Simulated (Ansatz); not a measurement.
Cu₃Sn in space group Pmmn (No. 59; Cu on 2b, Cu on 4e, Sn on 2a) at seven volumes, plane-wave PAW PBEsol (Ansatz code), shape and atoms relaxed at each. One row is withheld.

```tsv
V (Å³/atom)	P (GPa)
12.574	?
12.988	9.25
13.403	4.17
13.817	0.00
14.232	-3.40
14.647	-6.18
15.061	-8.47
```

**Question.** Fit the shown pressures and predict the withheld one.

**Answer.** Third-order Birch–Murnaghan: P = (3/2)B₀(x^(7/2) − x^(5/2))[1 + (3/4)(B′ − 4)(x − 1)] with x = (V₀/V)^(2/3). Least squares on the six rows gives V₀ = 13.818 Å³/atom, B₀ = 125.3 GPa, B′ = 5.64. At V = 12.574, x = 1.0649 and P = 15.42 GPa. The run itself gave 15.40 GPa.

The workflow started from a Materials Project entry (that database holds measured and hypothetical structures alike); the Crystallography Open Database files this formula in space group No. 59, but the cells were not matched. Its standing as an ambient phase is unchecked. Symmetry was held in the PBEsol relaxation; its stability against distortions is not shown here. The run is not spin-polarised. The program gave a warning on the electronic state, which may not be the lowest. Spin–orbit coupling is left out wherever it is not named.

Potentials: the earlier of the program's two PAW sets. The files were generated under PBE; for other functionals the program regenerates the frozen cores, and for LDA and PBEsol the local potential too.
